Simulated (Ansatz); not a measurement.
Here is the system:

Y (hcp (Mg type), P6_3/mmc), a = 3.658 Å, b = 3.658 Å, c = 5.680 Å, α = 90.00°, β = 90.00°, γ = 120.00°.

This is the PBE-relaxed structure.

### Question
All from plane-wave PAW PBE (Ansatz code), unless another level is named. Estimate the density of states at the Fermi level.

### Answer
2.1 states/eV per atom (mean over ±0.08 eV).

### Question
And the gap with spin–orbit coupling?

### Answer
none (metallic).

The PBE relaxation kept the symmetry of its start. The workflow began spin-polarised and lost its moments. Axis ratios of metals converge slowly with the k-mesh, so a and c are less sure than the volume. Scalar-relativistic: spin–orbit coupling is off unless named, which matters more the heavier the elements.

Potentials: the earlier of the program's two PAW sets.
